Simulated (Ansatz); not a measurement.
Ir:
```cif
data_Ir2
_chemical_formula_sum 'Ir2'
_space_group_name_H-M_alt 'P 1'
_space_group_IT_number 1
_cell_length_a 3.89354
_cell_length_b 3.89354
_cell_length_c 3.89354
_cell_angle_alpha 60.000
_cell_angle_beta 60.000
_cell_angle_gamma 60.000
loop_
_space_group_symop_operation_xyz
  'x, y, z'
loop_
_atom_site_label
_atom_site_type_symbol
_atom_site_fract_x
_atom_site_fract_y
_atom_site_fract_z
_atom_site_occupancy
Ir1 Ir 0.00000 0.00000 0.00000 1
Ir2 Ir 0.25000 0.25000 0.25000 1
```

Relaxed with PBEsol.

### Question
Which orbitals make up the states near the Fermi level in DFT-PBEsol in the program Ansatz with PAW potentials?

### Answer
Within 0.5 eV of the Fermi level: Ir 5d 85 %, Ir 6s 9 %, outside the projected shells 6 %. Projections are on Löwdin-orthogonalised atomic valence shells; empty p or d shells of many metals are not among them.

### Question
Tabulate the density of states.

### Answer
States/eV per cell of 2 atoms, in 0.25 eV bins, energy from the Fermi level.

```
E (eV)  total  Ir 5d  Ir 6s  Ir 5p
------  -----  -----  -----  -----
-7.85    0.14   0.00   0.14   0.00
-7.60    0.19   0.00   0.19   0.00
-7.35    0.24   0.01   0.23   0.00
-7.10    0.30   0.02   0.27   0.00
-6.85    0.36   0.03   0.32   0.00
-6.60    0.45   0.06   0.38   0.00
-6.35    0.60   0.12   0.47   0.00
-6.10    4.77   4.04   0.70   0.01
-5.85    5.00   4.36   0.61   0.01
-5.60    3.54   3.20   0.33   0.01
-5.35    4.63   3.80   0.79   0.01
-5.10    7.18   6.39   0.74   0.02
-4.85    5.35   4.98   0.32   0.02
-4.60    3.19   3.10   0.07   0.01
-4.35    2.30   2.15   0.12   0.01
-4.10    3.25   2.90   0.31   0.02
-3.85    3.10   2.78   0.27   0.02
-3.60    2.05   1.85   0.16   0.01
-3.35    2.47   2.18   0.23   0.02
-3.10    1.67   1.51   0.11   0.01
-2.85    1.63   1.47   0.09   0.01
-2.60    2.24   1.97   0.16   0.01
-2.35    1.76   1.49   0.18   0.01
-2.10    1.81   1.45   0.24   0.01
-1.85    2.20   2.05   0.05   0.01
-1.60    2.15   1.99   0.06   0.01
-1.35    1.84   1.70   0.06   0.01
-1.10    1.60   1.47   0.06   0.01
-0.85    1.66   1.31   0.25   0.01
-0.60    1.15   0.81   0.23   0.01
-0.35    1.33   1.04   0.18   0.01
-0.10    1.90   1.60   0.18   0.01
0.15     2.39   2.08   0.17   0.01
0.40     2.46   2.16   0.17   0.01
0.65     2.76   2.48   0.16   0.01
0.90     3.41   3.16   0.17   0.01
1.15     3.74   3.45   0.23   0.01
1.40     1.24   0.82   0.36   0.00
1.65     1.43   0.79   0.54   0.01
1.90     0.80   0.39   0.33   0.00
2.15     0.67   0.29   0.30   0.00
2.40     0.54   0.21   0.25   0.00
2.65     0.50   0.17   0.23   0.00
2.90     0.76   0.18   0.23   0.00
3.15     0.74   0.15   0.22   0.00
3.40     0.74   0.13   0.21   0.00
3.65     0.79   0.12   0.19   0.00
3.90     0.84   0.10   0.18   0.00
4.15     0.83   0.09   0.17   0.00
4.40     0.82   0.08   0.15   0.00
4.65     0.80   0.08   0.14   0.00
```

Space group Fd-3m (diamond). The start of the workflow was typed in or built on a structure type; neither database checked (COD, Materials Project) lists it. It is not the phase usual at ambient conditions (space group No. 225). The PBEsol relaxation kept the symmetry of its start; of distortions, only those at the zone centre were tested. No spin polarisation was allowed. Scalar-relativistic: spin–orbit coupling is off unless named, which matters more the heavier the elements.

Potentials: the later of the program's two PAW sets.
